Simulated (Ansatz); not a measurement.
# MnS: single point, mr2SCAN, ferromagnetic start (computed with Ansatz 0.2.0, plane waves, PAW)

Run with:

```bash
ansatz run input.yaml --threads 4 --pin off --max-ram 8192MiB --backend cpu --events-out ev --progress --plain --runs-dir out
```

The input:

```yaml
crystal:
  lattice:
    - [0.0, 2.5778656241, 2.5778656241]
    - [2.5778656241, 0.0, 2.5778656241]
    - [2.5778656241, 2.5778656241, 0.0]
  atoms:
    - { symbol: Mn, position: [0.0, 0.0, 0.0], spin: 4.63 }
    - { symbol: S, position: [0.5, 0.5, 0.5] }
basis:
  ecutwfc: 500
  ecutrho_ratio: 4
kpoints:
  mp_grid: { grid: [8, 8, 8] }
hamiltonian:
  xc: mr2scan
scf:
  occupations: { method: gaussian, width: 0.05 }
output:
  forces: true
  stress: true
  eigenvalues: true
  populations: true
magnetization:
  spin_polarized: true
```

Question: What does this run give?

Answer: gap on the mesh zero (metallic on this mesh); pressure -3.1 GPa; largest spin moment of an atom 4.16 μB, counted in the atom's sphere (Löwdin populations divide the density otherwise); this cell is a step in a search for zero pressure at this level, not its equilibrium.

Output (shortened):

```
Engine: ansatz 0.2.0, aarch64-unknown-linux-gnu
Crystal: 2 atoms, lattice volume = 34.262 Å³
Basis set: ecut = 500 eV, 893 PW (Γ), exchange–correlation on 108×108×108 points (64 copies of the dense FFT grid, shifted against one another)
Symmetry: 48 space group operations
Space group: Fm-3m (ITA 225), of the structure as read, at distance tolerance 3.2e-5 Å
Magnetic group: BNS 225.116 (UNI 1618), of the structure as read, at distance tolerance 3.2e-5 Å
k-points: 29 of 512
Starting moments: Σ|m| = 4.63 μB on 1 of 2 sites
Initial wavefunctions: pseudopotential atomic-orbital guess
Functional: x = mr2scan, c = mr2scan; τ floored in thin density (d = 2e-4 eV/Å³)
[…]
this state was not tested for a lower state beside it, because the mixer in use, unlike msr1, does not test its closes by its own steps (another_mixer; see scf.mixing.algorithm and scf.lower_state_search)
SCF converged after 12 iterations
Magnetization: 4.6710 μB (12.8355 up, 8.1645 down)
Absolute magnetization: 4.6710 μB (∫|ρ↑−ρ↓|, with the PAW one-centre terms)
Spin contamination: 0.0262 ħ² per cell (⟨S²⟩ above its minimum at these occupations)
Per-site moments (μB) at R_I (Å): [(4.15800234045023, 1.0633695699412502), (0.14113586050818266, 1.0633695699412502)]
Free energy (F): -4810.089818 eV
Harris-Foulkes:  -4810.089818 eV  (|F-HF|=4.60e-9)
Internal energy: -4810.089071 eV  (E = F + TS)
E sigma→0 (E₀):  -4810.089444 eV
Entropy (-TS):   -0.000747 eV (-0.373 meV/atom)
Fermi energy:    10.696285 eV
--- Forces (eV/Å), atoms counted from 1 ---
  atom   1  Mn    -0.00000000     0.00000000    -0.00000000
  atom   2  S      0.00000000     0.00000000     0.00000000
--- Stress (GPa, compression-positive) ---
       -3.131386       0.000000      -0.000000
        0.000000      -3.131386       0.000000
       -0.000000       0.000000      -3.131386
  P = ⅓ Tr σ = -3.1314 GPa (-31.314 kbar)
--- Löwdin populations: 2 sites ---
  site symbol       q [e]    m [muB]
     0     Mn     13.9886     4.3945
     1      S      6.8661     0.2348
  spilling = 0.006918 (of n_electrons = 21.000000)
```

Time: 3.1 s on 4 threads of Arm Neoverse V2, with other jobs on the host, peak memory 0.41 GiB.

Caveats: not tested for a lower state; only parallel moments were run, and the real order may differ, which changes gaps; the cell typed comes from this study's own search for zero pressure.
